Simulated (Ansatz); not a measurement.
MoS₂ in space group P6_3/mmc (No. 194; Mo on 2d, S on 4f) at seven volumes, PBE+D3(BJ) in the plane-wave PAW code Ansatz, shape and atoms relaxed at each. One row is withheld.

```
V (Å³/atom)  P (GPa)
-----------  -------
15.749          7.18
16.269             ?
16.788          1.72
17.307          0.00
17.826         -1.18
18.345         -1.90
18.865         -2.27
```

Problem. Fit the shown pressures and predict the withheld one.

Solution. P = (3/2)B₀(x^(7/2) − x^(5/2))[1 + (3/4)(B′ − 4)(x − 1)] with x = (V₀/V)^(2/3). Least squares on the six rows gives V₀ = 17.309 Å³/atom, B₀ = 46.2 GPa, B′ = 11.48. At V = 16.269, x = 1.0422 and P = 4.01 GPa. The run itself gave 4.09 GPa.

The cell was relaxed with PBE+D3(BJ) under the symmetry of its start; phonons on a q-mesh show no instability. The run is not spin-polarised.

Potentials: the later of the program's two PAW sets.
